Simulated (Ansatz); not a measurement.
CoC6:
Space group Amm2 (No. 38); a = 3.541 Å, b = 7.502 Å, c = 4.356 Å, α = 90.00°, β = 90.00°, γ = 90.00°

| atom | site | symmetry | x | y | z |
|---|---|---|---|---|---|
| C | 2a | mm2 | 0.0000 | 0.0000 | 0.0046 |
| C | 4d | m.. | 0.0000 | 0.1681 | 0.1760 |
| C | 4d | m.. | 0.0000 | 0.3344 | 0.0099 |
| C | 2a | mm2 | 0.0000 | 0.0000 | 0.6741 |
| Co | 2b | mm2 | 0.5000 | 0.5000 | 0.7653 |
(The calculation used a cell of 7 atoms; values per cell refer to that cell.)
The run is spin-polarised, in the one order tried: ferromagnetic.

Relaxed at zero pressure with PBE in the plane-wave PAW code Ansatz.

Problem. The volume is lowered by 6 % and shape and atoms relax at that volume. What pressure results, and how do the axes share the change?

Solution. 11.6 GPa; a -4.5 %, b -0.8 %, c -0.8 %; the energy rises by 17 meV/atom.

Problem. Give the new structure.

Solution. 
Space group Amm2 (No. 38); a = 3.3838 Å, b = 7.4426 Å, c = 4.3203 Å, α = 90.00°, β = 90.00°, γ = 90.00°

```
atom  site  symmetry       x       y       z
----  ----  --------  ------  ------  ------
C       2a       mm2  0.0000  0.0000  0.0019
C       4d       m..  0.0000  0.1682  0.1728
C       4d       m..  0.0000  0.3341  0.0074
C       2a       mm2  0.0000  0.0000  0.6723
Co      2b       mm2  0.5000  0.5000  0.7812
```

The phase is kept; no other phase was compared at this pressure.

The start of the workflow was typed in or built on a structure type; neither database checked (COD, Materials Project) lists it. Whether it is the stable phase at ambient conditions was not checked. The cell was relaxed with PBE under the symmetry of its start; its stability against distortions is not shown here. Spin order of the final state: ferromagnetic, the only order run, not a proven ground state. The cell computed holds one magnetic atom, so no antiferromagnetic order was within reach. Its formation energy is positive at this level, so the cell may be metastable or incomplete.

Potentials: the earlier of the program's two PAW sets.
